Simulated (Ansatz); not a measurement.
Ansatz input

```yaml
crystal:
  lattice:
    - [0.0, 2.9653412193, 2.9653412193]
    - [2.9653412193, 0.0, 2.9653412193]
    - [2.9653412193, 2.9653412193, 0.0]
  atoms:
    - { symbol: Nb, position: [0.125, 0.125, 0.125], spin: 1.0 }
    - { symbol: Nb, position: [0.875, 0.875, 0.875], spin: 1.0 }
hamiltonian:
  xc: mr2scan
  pseudopotentials:
    kind: paw
    azcp:
      Nb: "pseudopotentials/Nb.paw.azcp"
basis:
  ecutwfc: 500
  fft_grid_basis: typed
kpoints:
  mp_grid: { grid: [15, 15, 15], shift: [0, 0, 0] }
magnetization:
  spin_polarized: true
scf:
  occupations: { method: fermi_dirac, width: 0.05 }
output:
  stress: true
```

Output

```
Engine: ansatz 0.2.0, aarch64-unknown-linux-gnu
Pseudopotentials: kind: paw
Pseudopotential: Nb, paw, valence charge 13, recommended cutoff 500 eV (meta_gga) 
Functional definition: m-r2SCAN
  exchange = m_r2scan_x
  correlation = m_r2scan_c
Crystal: 2 atoms, lattice volume = 52.150 Å³
Basis set: ecut = 500 eV, 1363 PW (Γ), exchange–correlation on 128×128×128 points (64 copies of the dense FFT grid, shifted against one another)
Bands: 18, of which v1, the nominal top of the filled ones, is band 13 counted from 1 (12 counted from 0)
Symmetry: 48 space group operations
Space group: Fd-3m (ITA 227), of the structure as read, at distance tolerance 3.7e-5 Å
Magnetic group: BNS 227.128 (UNI 1630), of the structure as read, at distance tolerance 3.7e-5 Å
k-points: 120 of 3375
Non-local potential: Nb, projectors of the file, l = 0: 3, l = 1: 2, l = 2: 2, l = 3: 1
PAW form: soft (Blöchl's): semilocal exchange-correlation on the pseudo side does not see the compensation charge
PAW frozen core: Nb, regenerated for the run's functional (the file was generated under x = pbe(κ = 0.804, μ = 0.2195149727645171), c = pbe(β = 0.06672455060314922))
PAW one-centre angular grid: Nb, 590 points (default); XC on 160 Gauss nodes
Initial density: superposition of atomic densities (chi_scale 0.1, normalization cell)
Starting moments: Σ|m| = 2 μB on 2 of 2 sites
Initial wavefunctions: pseudopotential atomic-orbital guess
Functional: x = mr2scan, c = mr2scan; τ floored in thin density (d = 2e-4 eV/Å³)
iter 1 solved again at ethr=2.96e-3 eV; its pass at ethr=3.10e-3 eV (dr2=7.69e-1 eV) is discarded
SCF iter   1: F=—  HF=-9122.053858 eV  |F-HF|=—  |Δ(HF+E_count)|=         —  Δρ=2.83e-2 (↑2.83e-2 ↓1.44e-2)  dr2=8.97e-1  dr2_τ=1.16e-2  dr2_m=3.90e-2  M=1.580 μB ∫|m|=1.580 μB  β_m=1.00  ethr=2.96e-3  ⟨swp⟩=2.1  Hψ=27202  notcnv=0
Mixer restart at iter 1: flushing history
spin=Collinear: Kerker preconditioning applied to the charge; magnetization (m = ρ↑ − ρ↓) channel mixes plain (no charge-response kernel on spin).
SCF iter   2: F=—  HF=-9121.801024 eV  |F-HF|=—  |Δ(HF+E_count)|=   2.53e-1  Δρ=1.41e-2 (↑1.41e-2 ↓1.28e-2)  dr2=3.25e-1  dr2_τ=4.68e-3  dr2_m=9.75e-4  M=1.472 μB ∫|m|=1.472 μB  β_m=1.00  ethr=2.96e-3  ⟨swp⟩=2.0  Hψ=6620  notcnv=0  κ⁻¹=1.0e0(r=1)
SCF iter   3: F=—  HF=-9121.778985 eV  |F-HF|=—  |Δ(HF+E_count)|=   2.20e-2  Δρ=7.75e-3 (↑6.82e-3 ↓7.75e-3)  dr2=6.72e-2  dr2_τ=9.11e-4  dr2_m=1.11e-3  M=1.295 μB ∫|m|=1.305 μB  β_m=1.00  ethr=1.25e-3  ⟨swp⟩=2.8  Hψ=8300  notcnv=0  κ⁻¹=1.0e-1(r=2)
SCF iter   4: F=—  HF=-9121.877824 eV  |F-HF|=—  |Δ(HF+E_count)|=         —  Δρ=1.01e-2 (↑7.11e-3 ↓1.01e-2)  dr2=2.02e-2  dr2_τ=3.95e-3  dr2_m=2.82e-2  M=0.719 μB ∫|m|=0.732 μB  β_m=0.76  ethr=2.59e-4  ⟨swp⟩=2.9  Hψ=8769  notcnv=0
Mixer restart at iter 4: flushing history
...
SCF iter  24: F=—  HF=-9121.910637 eV  |F-HF|=—  |Δ(HF+E_count)|=  4.75e-10  Δρ=2.87e-7 (↑2.63e-7 ↓2.87e-7)  dr2=2.26e-12  dr2_τ=5.07e-12  dr2_m=3.51e-11  M=0.000 μB ∫|m|=0.000 μB  β_m=1.00  ethr=1.00e-12  ⟨swp⟩=1.0  Hψ=12310  notcnv=0  κ⁻¹=1.6e-7(r=8)
SCF iter  25: F=—  HF=-9121.910637 eV  |F-HF|=—  |Δ(HF+E_count)|=  3.64e-12  Δρ=2.70e-7 (↑2.70e-7 ↓2.64e-7)  dr2=7.13e-13  dr2_τ=4.76e-12  dr2_m=3.37e-11  M=0.000 μB ∫|m|=0.000 μB  β_m=1.00  ethr=1.00e-12  ⟨swp⟩=1.0  Hψ=5280  notcnv=0  κ⁻¹=2.2e-6(r=8)
SCF iter  26: F=-9121.910637 eV  HF=-9121.910637 eV  |F-HF|=5.46e-12  |Δ(HF+E_count)|=  1.64e-10  Δρ=7.87e-8 (↑7.87e-8 ↓6.04e-8)  dr2=7.56e-13  dr2_τ=3.64e-13  dr2_m=2.18e-12  M=0.000 μB ∫|m|=0.000 μB  ethr=1.00e-12  ⟨swp⟩=2.0  Hψ=8191  notcnv=0
SCF 1 converged in 26 iterations: F = -9121.910637 eV  dr2 = 7.56e-13
WARN: the starting moments were not kept: the SCF closed with an absolute magnetisation of 1.5e-5 μB, where they sum to 2 μB in size (2 sites). That is at most 0.1 of that sum. Measured as dr2_m measures the in/out step, that magnetisation stands 2.4e-11 eV from none, at or under the dr2_threshold of 1.0e-7 eV: it is no larger than a step whose dr2_m would equal this threshold. The system may hold no moment; this SCF shows only that its start led to no more than that. To try another start: raise the starting moments (crystal.atoms[].spin, magnetization.per_species, magnetization.initial_magnetization, or on a non-collinear deck that types none of these the spinor_matrix: blocks that start its atoms; where the total moment is fixed, keep their sum and leave initial_magnetization as it is; typed ones take the place of any that the run laid by itself, positive ones on a crystal's lanthanoids without a Hubbard term where scf.initial_density.shell_occupations: [] is typed) or, if the notice of its spin-set hold's release reads "site moments contracting" or "site moments show no strong build", lengthen the hold (scf.mixing.spin_hold: { on: { confirm: 4 } }; for m-r²SCAN on two components see the key's manual first). Each may lead to a state that holds a moment. A second SCF, from the converged charge density, with the starting moments and any scf.initial_density.shell_occupations laid on it anew, would have followed, and was not run: the deck does not ask for one (magnetization.retry_lost_moments is false, the default). To let it run, set magnetization.retry_lost_moments: true and run the deck again, where that key's refused combinations let it; where memory then withholds it, that run's warning says so.
this state was not tested for a lower state beside it, because the mixer in use, unlike msr1, does not test its closes by its own steps (another_mixer; see scf.mixing.algorithm and scf.lower_state_search)
SCF converged after 26 iterations
Magnetization: 0.0000 μB (13.0000 up, 13.0000 down)
Absolute magnetization: 0.0000 μB (∫|ρ↑−ρ↓|, with the PAW one-centre terms)
Spin contamination: 0.0000 ħ² per cell (⟨S²⟩ above its minimum at these occupations)
Per-site moments (μB) at R_I (Å): [(4.790421093059023e-6, 1.0593250910562053), (4.790421093108113e-6, 1.0593250910562053)]
Free energy (F): -9121.910637 eV
Harris-Foulkes:  -9121.910637 eV  (|F-HF|=5.46e-12)
Internal energy: -9121.881982 eV  (E = F + TS)
E sigma→0 (E₀):  -9121.896310 eV
Entropy (-TS):   -0.028654 eV (-14.327 meV/atom)
Fermi energy:    11.184187 eV
--- Per-component energies (eV) ---
  E_band       = -323.635781
  E_kinetic    = 788.626744
  E_local      = -2157.340359  (includes V_loc(G=0)·N_el)
  E_nonlocal   = 248.313702
  E_hartree    = 727.659767
  E_xc         = -335.188511
  E_vxc        = -468.341651  (∫ρ·V_xc dr)
  E_paw        = -6183.200760  (= ΣΔE_a)
  E_vpaw       = -220.422956  (= ΣTr[D̂ρ^β])
  E_aug_tail   = 0.000009  (compensation charges beyond the density's cutoff)
  E_vtau       = 30.209160  (kinetic-family band-sum trace: ∫τ·v_τ [+ j·A + Jᵃ·Aᵃ] dr)
  E_ewald      = -2210.367712
  E_core_change = -0.384861  (= ΣΔE_core)
  E_smearing   = -0.028654  (= −TS)
  E_closure    = -0.000000  (closes the sum)
  Σ components = -9121.910637   (vs F -9121.910637, Δ=0.00e0)
--- Stress (GPa, compression-positive) ---
       -2.518333      -0.000000       0.000000
       -0.000000      -2.518333       0.000000
       -0.000000      -0.000000      -2.518333
  P = ⅓ Tr σ = -2.5183 GPa (-25.183 kbar)
```
